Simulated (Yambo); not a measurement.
Yambo run on AlPO$_{4}$ (space group I-4, No. 82). The wavefunctions are norm-conserving PBEsol (Quantum ESPRESSO, 84 Ry, no spin-orbit coupling) ones on a 4×4×4 mesh (16 occupied bands); a = 5.1199 Å, b = 5.1199 Å, c = 5.1199 Å, α = 121.28°, β = 121.28°, γ = 87.80°.

Yambo input:

```
rim_cut
HF_and_locXC
RandQpts= 1000000
RandGvec= 1 Ry
EXXRLvcs= 84 Ry
VXCRLvcs= 336 Ry
% QPkrange
 1 | 1 | 16 | 17 |
 3 | 3 | 16 | 17 |
 6 | 6 | 16 | 17 |
 8 | 8 | 16 | 17 |
 13 | 13 | 16 | 17 |
%
```

k points by index: 1 = Γ, 3 = X, 6 = N, 8 = P, 13 = Z.

The o-*.hf file then holds:

```
#    K-point    Band    Eo [eV]    Ehf [eV]    Vxc [eV]    Vnlxc [eV]
#
    1    16    0.000000    -6.079522    -19.60013    -25.67965
    1    17    5.869970    9.849147    -9.173349    -5.194172
    3    16    -0.285897    -6.411415    -19.62603    -25.75155
    3    17    8.689466    12.97765    -8.987697    -4.699512
    6    16    -0.118115    -6.218175    -19.43248    -25.53254
    6    17    8.062374    12.99964    -11.12308    -6.185813
    8    16    -0.342452    -6.514319    -19.32849    -25.50036
    8    17    9.016673    13.03903    -7.662468    -3.640113
    13    16    -0.273647    -6.384001    -19.45224    -25.56259
    13    17    8.556580    12.83053    -9.175671    -4.901718
```
Exchange alone, without screening.

Geometry of the Materials Project entry, not relaxed at this level.
